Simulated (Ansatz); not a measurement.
MgCo$_{4}$Ge$_{6}$ in space group I-42m (No. 121; Mg on 2a, Co on 8i, Ge on 8i, Ge on 4c), PBE (plane waves, PAW; program Ansatz), all energies at zero smearing, with the estimated change up to a 700 eV cutoff added, with one set of potentials and settings (totals compare only within such a set). Cell of 11 atoms (1 Mg, 4 Co, 6 Ge): -48201.066 eV.

```tsv
element	reference phase	E (eV/atom)
Mg	P6_3/mmc, 2 atoms in the cell	-1923.8026
Co	P6_3/mmc, 2 atoms in the cell, spin-polarised	-5126.1559
Ge	Fd-3m, 2 atoms in the cell	-4294.9847
```

Formation energy per atom, worked out: (-48201.066 − 1×(-1923.8026) − 4×(-5126.1559) − 6×(-4294.9847))/11 = -0.248 eV/atom (-24 kJ per mol of atoms), at 0 K, without zero-point energy or fitted corrections.

The first step of the workflow began from a Materials Project structure, measured or hypothetical; the Crystallography Open Database copy checked does not list it. Whether it is the stable phase at ambient conditions was not checked. The PBE relaxation kept the symmetry of its start; its stability against distortions is not shown here. No spin polarisation was allowed. The references are the lowest solids computed at this level, not always the standard phases.

Potentials: the later of the program's two PAW sets.
